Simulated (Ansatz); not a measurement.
AlC6:
```yaml
crystal:
  lattice:
    - [4.27003, 0.00000, 0.00000]
    - [-2.13502, 3.69795, 0.00000]
    - [0.00000, 0.00000, 5.84382]
  atoms:
    - { symbol: C, position: [0.33345, 0.33345, 0.00000] }
    - { symbol: C, position: [0.33345, 0.00000, 0.00000] }
    - { symbol: C, position: [0.00000, 0.66655, 0.00000] }
    - { symbol: C, position: [0.00000, 0.33345, 0.00000] }
    - { symbol: C, position: [0.66655, 0.00000, 0.00000] }
    - { symbol: C, position: [0.66655, 0.66655, 0.00000] }
    - { symbol: Al, position: [0.00000, 0.00000, 0.50000] }
```

Relaxed with PBE+D3(BJ). Special points in fractions of this cell's reciprocal vectors: Γ (0.000, 0.000, 0.000); M (0.500, 0.000, 0.000); K (0.333, 0.333, 0.000); A (0.000, 0.000, 0.500); L (0.500, 0.000, 0.500); H (0.333, 0.333, 0.500).

### Question
List the band energies nearest the Fermi level at these points for the program Ansatz at the PBE+D3(BJ) level (PAW).

### Answer
In eV from the Fermi level; about four levels below and three above (degenerate sets whole), none deeper than 8.9 eV; points with the same levels are listed once.

```json
[
 {"k": "Γ", "below": "-1.23 -1.23 -1.05 -1.05", "above": "2.23 3.34 3.34"},
 {"k": "M", "below": "-6.48 -3.87 -3.52 -0.89", "above": "0.26 2.26 3.57"},
 {"k": "K", "below": "-5.77 -5.77 -3.64 -0.11 -0.11", "above": "2.73 3.80 3.80"},
 {"k": "A", "below": "-1.36 -1.36 -1.10 -1.10", "above": "0.34 3.97 3.97"},
 {"k": "L", "below": "-6.61 -3.61 -2.83 -0.06", "above": "0.41 1.51 2.84"},
 {"k": "H", "below": "-6.55 -5.89 -5.89 -2.43", "above": "0.68 0.68 1.70"}
]
```

Space group P6/mmm. The start of the workflow was typed in or built on a structure type; neither database checked (COD, Materials Project) lists it. Whether it is the stable phase at ambient conditions was not checked. The PBE+D3(BJ) relaxation kept the symmetry of its start; whether a distortion lowers the energy is not shown. The volume moved by 33 % from the start of the relaxation. Its formation energy is positive at this level, so the cell may be metastable or incomplete.

Potentials: the earlier of the program's two PAW sets.
